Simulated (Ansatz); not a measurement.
Relaxed-ion elastic tensor of MoP in space group P-6m2 (No. 187; Mo on 1a, P on 1d) in GPa (Voigt order), plane-wave PAW LDA (Ansatz code); density 7.57 g/cm³, 13.92 Å³ per atom.

```
377  138  174  0.0  0.0  0.0
138  377  174  0.0  0.0  0.0
174  174  533  0.0  0.0  0.0
0.0  0.0  0.0  190  0.0  0.0
0.0  0.0  0.0  0.0  190  0.0
0.0  0.0  0.0  0.0  0.0  120
```

Is the crystal mechanically stable?

Yes: the smallest eigenvalue of C is 120 GPa.

Work out the Voigt, Reuss and Hill averages.

K_V = 251, K_R = 242, K_H = 246; G_V = 153, G_R = 146, G_H = 149 GPa.

Give Young's modulus, Poisson's ratio, Pugh's ratio and the universal anisotropy index.

E = 9KG/(3K + G) = 373 GPa; ν = 0.25; K/G = 1.65 (brittle by the Pugh limit of 1.75); A_U = 5G_V/G_R + K_V/K_R − 6 = 0.30.

Estimate the sound speeds and the Debye temperature.

v_l = √((K + 4G/3)/ρ) = 7670 m/s, v_t = √(G/ρ) = 4440 m/s, mean 4930 m/s; Θ = (h/k)(3n/4πV)^(1/3) v_m = 610 K.

Solve the Christoffel equation for the three sound speeds along x, y, z.

Eigenvalues of C_ijkl n_j n_l equal ρv². In km/s, slowest first: x 3.97, 5.00, 7.05; y 3.97, 5.00, 7.05; z 5.00, 5.00, 8.39.

How much does each axis shrink under pressure?

Linear compressibilities β_i = Σ_j S_ij (j = 1 to 3): x 1.7, y 1.7, z 0.78 per TPa.

Symmetry was held in the LDA relaxation; of distortions, only those at the zone centre were tested. No spin polarisation was allowed. As this level gives no gap, shear constants depend on the k-mesh and smearing (Fermi–Dirac, 0.1 eV here).

Potentials: the earlier of the program's two PAW sets.
